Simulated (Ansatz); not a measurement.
Here is the system:

AlZr4S8:
```cif
data_AlS8Zr4
_chemical_formula_sum 'S8 Zr4 Al1'
_space_group_name_H-M_alt 'P 1'
_space_group_IT_number 1
_cell_length_a 7.06756
_cell_length_b 7.06756
_cell_length_c 5.85209
_cell_angle_alpha 90.000
_cell_angle_beta 90.000
_cell_angle_gamma 120.000
loop_
_space_group_symop_operation_xyz
  'x, y, z'
loop_
_atom_site_label
_atom_site_type_symbol
_atom_site_fract_x
_atom_site_fract_y
_atom_site_fract_z
_atom_site_occupancy
S1 S 0.33398 0.16699 0.72661 1
S2 S 0.33333 0.66667 0.74415 1
S3 S 0.83301 0.16699 0.72661 1
S4 S 0.83301 0.66602 0.72661 1
Zr1 Zr 0.00000 0.00000 0.00000 1
Zr2 Zr 0.00000 0.50000 0.00000 1
Zr3 Zr 0.50000 0.00000 0.00000 1
Zr4 Zr 0.50000 0.50000 0.00000 1
S5 S 0.16699 0.33398 0.27339 1
S6 S 0.16699 0.83301 0.27339 1
S7 S 0.66667 0.33333 0.25585 1
S8 S 0.66602 0.83301 0.27339 1
Al1 Al 0.00000 0.00000 0.50000 1
```

This is the PBE+D3(BJ)-relaxed structure.

Question: All from plane-wave PAW PBE+D3(BJ) (Ansatz code), unless another level is named. Predict the highest zone-centre frequency.

Answer: 376 cm⁻¹.

Question: And the bulk modulus (Birch–Murnaghan fit)?

Answer: 68.9 GPa.

Space group P-3m1. A made-up cell: these elements were put on the sites of a structure type; neither database checked (COD, Materials Project) lists it. Its standing as an ambient phase is unchecked. Symmetry was held in the PBE+D3(BJ) relaxation; its stability against distortions is not shown here. The run is not spin-polarised. With an odd number of electrons in the cell and no spin polarisation, the count alone makes it a metal. As this level gives no gap, phonon frequencies hold no LO–TO term and depend on the k-mesh and smearing (Fermi–Dirac, 0.1 eV here).

Potentials: the later of the program's two PAW sets.
